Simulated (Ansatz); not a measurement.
WS₂:
```
WS2
1.0
    3.17236     0.00000     0.00000
   -1.58618     2.74734     0.00000
    0.00000     0.00000    33.00000
S W
2 1
Direct
  0.00000   0.00000   0.45270
  0.00000   0.00000   0.54730
  0.66667   0.33333   0.50000
```
The layer is periodic in x and y and isolated along z.

Relaxed with r²SCAN+D4. Special points in fractions of this cell's reciprocal vectors: Γ (0.000, 0.000, 0.000); M (0.500, 0.000, 0.000); K (0.333, 0.333, 0.000).

**Question.** List the band energies nearest the valence-band maximum at these points for the program Ansatz at the r²SCAN+D4 with spin–orbit coupling level (PAW).

**Answer.** In eV from the valence-band maximum; about four levels below and three above (degenerate sets whole), none deeper than 8.9 eV; points with the same levels are listed once.

| k | below | above |
|---|---|---|
| Γ | -1.86 -1.86 -0.21 -0.21 | 2.81 2.81 2.84 2.84 |
| M | -1.66 -1.66 -1.15 -1.15 | 2.74 2.74 3.33 3.33 |
| K | -2.77 -2.70 -0.44 0.00 | 1.70 1.73 3.36 |

Space group P-6m2 (1H). A layer that has been made, often on a substrate. The cell was relaxed with r²SCAN+D4 under the symmetry of its start; its stability against distortions is not shown here. No spin polarisation was allowed.

Potentials: the later of the program's two PAW sets.
